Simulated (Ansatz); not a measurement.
# GaN, first-principles data

GaN:
```yaml
crystal:
  lattice:
    - [3.12461, 0.00000, 0.00000]
    - [-1.56230, 2.70599, 0.00000]
    - [0.00000, 0.00000, 7.37131]
  atoms:
    - { symbol: Ga, position: [0.50000, 0.00000, 0.50000] }
    - { symbol: Ga, position: [0.00000, 0.50000, 0.16667] }
    - { symbol: Ga, position: [0.50000, 0.50000, 0.83333] }
    - { symbol: N, position: [0.50000, 0.00000, 0.00000] }
    - { symbol: N, position: [0.00000, 0.50000, 0.66667] }
    - { symbol: N, position: [0.50000, 0.50000, 0.33333] }
```

Space group P6_222 (No. 180); conventional cell a = 3.1246 Å, b = 3.1246 Å, c = 7.3713 Å, α = 90.00°, β = 90.00°, γ = 120.00°.

Method: r²SCAN in the plane-wave PAW code Ansatz. Structure relaxed to zero pressure with the same functional. Other levels are named where they apply.

### Cell and energy

| Property | Value |
|---|---|
| Volume per atom | 10.39 Å³ |
| Density | 6.69 g/cm³ |
| Formation energy from the elements (no fitted shifts) | -0.25 eV/atom |

### Electronic structure

| Item | Value |
|---|---|
| Band gap | 1.89 eV (indirect) |
| Valence-band maximum | at A |
| Conduction-band minimum | at Γ |
| Smallest direct gap on the standard path | 1.94 eV |
| Electron effective mass | 0.15, 0.15, 0.16 mₑ (principal values) |
| Electron effective mass with spin–orbit coupling | 0.15, 0.15, 0.16 mₑ (principal values) |
| Hole effective mass | 0.46, 0.46, 1.0 mₑ (principal values) |
| Hole effective mass with spin–orbit coupling | 0.46, 0.46, 1.0 mₑ (principal values) |
| HSE06 gap on the r²SCAN cell | 2.66 eV |
| Gap with spin–orbit coupling | 1.89 eV |

### Mechanics

| Property | Value |
|---|---|
| Bulk modulus (Birch–Murnaghan fit) | 2070 kbar |
| Pressure derivative B′ | 4.4 |
| Elastic constants (relaxed ions, GPa) | C11 = 368, C12 = 111, C13 = 112, C33 = 484, C44 = 133 |
| Mechanical stability | stable (all eigenvalues of C positive) |
| Hill bulk and shear moduli | 209 and 137 GPa |
| Young's modulus | 337 GPa |
| Poisson's ratio | 0.23 |
| Debye temperature from the elastic constants | 684 K |
| Piezoelectric stress constants (proper, relaxed ions, C/m²) | e14 = -0.17, e25 = 0.17 |

### Charges

| Quantity | Value |
|---|---|
| Bader charges | Ga +1.63, N -1.63 e |

The start of the workflow was typed in or built on a structure type; neither database checked (COD, Materials Project) lists it. It is not the phase usual at ambient conditions (space group No. 186, 216). Symmetry was held in the r²SCAN relaxation; whether a distortion lowers the energy is not shown. Signs of piezoelectric constants follow the polarity of the cell as given. The references are the lowest solids computed at this level, not always the standard phases (solids in place of the gases). Spin–orbit coupling is left out wherever it is not named.

Potentials: the later of the program's two PAW sets.
